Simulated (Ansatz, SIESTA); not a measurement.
# Moving the functional in CS2

```cif
data_structure
_symmetry_space_group_name_H-M 'Cmce'
_symmetry_Int_Tables_number 64
_cell_length_a 7.2916
_cell_length_b 5.9886
_cell_length_c 9.8513
_cell_angle_alpha 90.000
_cell_angle_beta 90.000
_cell_angle_gamma 90.000
_cell_volume 430.17
loop_
_atom_site_label
_atom_site_type_symbol
_atom_site_symmetry_multiplicity
_atom_site_Wyckoff_symbol
_atom_site_fract_x
_atom_site_fract_y
_atom_site_fract_z
_atom_site_occupancy
S1 S 8 f 0.50000 0.31848 0.88687 1
C1 C 4 a 0.50000 0.00000 0.50000 1
```

The cell comes from a database or a generator and needn't be the stable form of this composition.

Kept alike: task band structure; k mesh 6 × 6 × 3; occupations fermi-dirac, width 0.05 eV; no spin polarisation. Program: SIESTA, potentials by row: files PseudoDojo sr-lda-0.4.1-standard, DZP (energy shift 0.003 Ry) (LDA); files PseudoDojo sr-pbe-0.4.1-standard, DZP (energy shift 0.003 Ry) (PBE); files PseudoDojo sr-pbesol-0.4.1-standard, DZP (energy shift 0.003 Ry) (PBEsol). The mesh is that of the run's cell of 6 atoms. No spin-orbit coupling.

| functional | band gap (eV) | pressure (GPa) |
| --- | --- | --- |
| LDA | 3.355 | 0.50 |
| PBE | 3.433 | 2.01 |
| PBEsol | 3.440 | 1.63 |

Pressure is positive in compression. Gaps are the smaller of the mesh's and the band path's.

The band gap runs from 3.355 (LDA) to 3.440 eV (PBEsol). From PBE: LDA -0.078; PBEsol +0.007. A twin series (Ansatz, all-electron LAPW, scalar-relativistic) moves it by +0.0862 between LDA and PBEsol, against +0.0849 eV here. The pressure runs from 0.50 (LDA) to 2.01 GPa (PBE). From PBE: LDA -1.51; PBEsol -0.38. A twin series (Ansatz, all-electron LAPW, scalar-relativistic) moves it by +1.071 between LDA and PBEsol, against +1.138 GPa here.
